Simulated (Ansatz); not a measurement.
A trial cell of Sc2SiF2, before relaxation:

```
CELL_PARAMETERS angstrom
4.32682 0.00000 0.00000
0.00000 4.32682 0.00000
0.00000 0.00000 4.12994
ATOMIC_POSITIONS crystal
Sc 0.50000 0.00000 0.18374
Sc 0.00000 0.50000 0.18374
Si 0.00000 0.00000 0.64941
F 0.50000 0.00000 0.67693
F 0.00000 0.50000 0.67693
```

These are results of DFT PBE, scalar-relativistic, plane waves, PAW (Ansatz), not measurements. Cutoff 420 eV, Gaussian smearing, Γ-centred meshes. Cell and atoms relax first on a coarse mesh and then on a finer one. In between, the cell is made exact in the group found at 0.06 Å. In metals the finer mesh still leaves noise of several meV/atom or more. The steps can't lower the symmetry of their start. No spin polarisation in the relaxation; trial moments died out in a coarse test.

A guess keeps its type if space group and coordination stay and the shape of the cell changes little (axis ratios within about 15 %, angles within 6°); the volume may change.

Problem. Does it keep its structure type, or change into something else?

Solution. It doesn't keep its type. The symmetry goes from P4mm (No. 99) to P4/mmm (No. 123). The volume per atom grows by 54.7 %, from 15.5 to 23.9 Å³. The shortest distance goes from 2.04 Å (Sc–F) to 2.01 Å (Sc–F). Counting neighbours within 15 % of an atom's shortest distance, the start has F 4, Sc 2, Si 4 and the end F 2, Sc 2, Si 4. In detail, at the end Sc is surrounded by 2 F at 2.01 Å and 2 Si at 2.73 Å; around Si lie 4 Sc at 2.73 Å; F has 2 Sc at 2.01 Å.

```
CELL_PARAMETERS angstrom
5.46095 0.00000 0.00000
0.00000 5.46095 0.00000
0.00000 0.00000 4.01189
ATOMIC_POSITIONS crystal
Sc 0.50000 0.00000 0.00000
Sc 0.00000 0.50000 0.00000
Si 0.00000 0.00000 0.00000
F 0.50000 0.00000 0.50000
F 0.00000 0.50000 0.50000
```

The zero of energy is the elements' standard structures at the same level (F₂ as a molecule); no fitted shifts are applied.

Problem. At what energy does it end?

Solution. −1.69 eV/atom.

The last run used an 8×8×10 mesh (in the run's order of axes) for its 5-atom cell and Gaussian smearing of 0.10 eV. Symmetry constrained the relaxation, so the result can be a saddle point. Another cell of Sc2SiF2 relaxed alike, in I4/mmm, lies 0.58 eV/atom lower, so this cell isn't the stable form at this level.
